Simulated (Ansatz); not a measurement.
Au:
```cif
data_Au
_chemical_formula_sum 'Au1'
_space_group_name_H-M_alt 'Pm-3m'
_space_group_IT_number 221
_space_group_name_Hall '-P 4 2 3'
_cell_length_a 2.72000
_cell_length_b 2.72000
_cell_length_c 2.72000
_cell_angle_alpha 90.000
_cell_angle_beta 90.000
_cell_angle_gamma 90.000
loop_
_atom_site_label
_atom_site_type_symbol
_atom_site_symmetry_multiplicity
_atom_site_Wyckoff_symbol
_atom_site_fract_x
_atom_site_fract_y
_atom_site_fract_z
_atom_site_occupancy
Au1 Au 1 a 0.00000 0.00000 0.00000 1
```

This is the r²SCAN-relaxed structure.

**Question.** All from r²SCAN in the plane-wave PAW code Ansatz, unless another level is named. Predict the bulk modulus (Birch–Murnaghan fit).

**Answer.** 123 GPa.

**Question.** Predict the elastic constants (relaxed ions, GPa).

**Answer.** C11 = 298, C12 = 34.9, C44 = -8.3.

A made-up cell: these elements were put on the sites of a structure type; neither database checked (COD, Materials Project) lists it. It is not the phase usual at ambient conditions (space group No. 225). The cell was relaxed with r²SCAN under the symmetry of its start. At this level the phase is mechanically unstable. As this level gives no gap, shear constants depend on the k-mesh and smearing (Fermi–Dirac, 0.1 eV here). Spin–orbit coupling is left out wherever it is not named.

Potentials: the later of the program's two PAW sets.
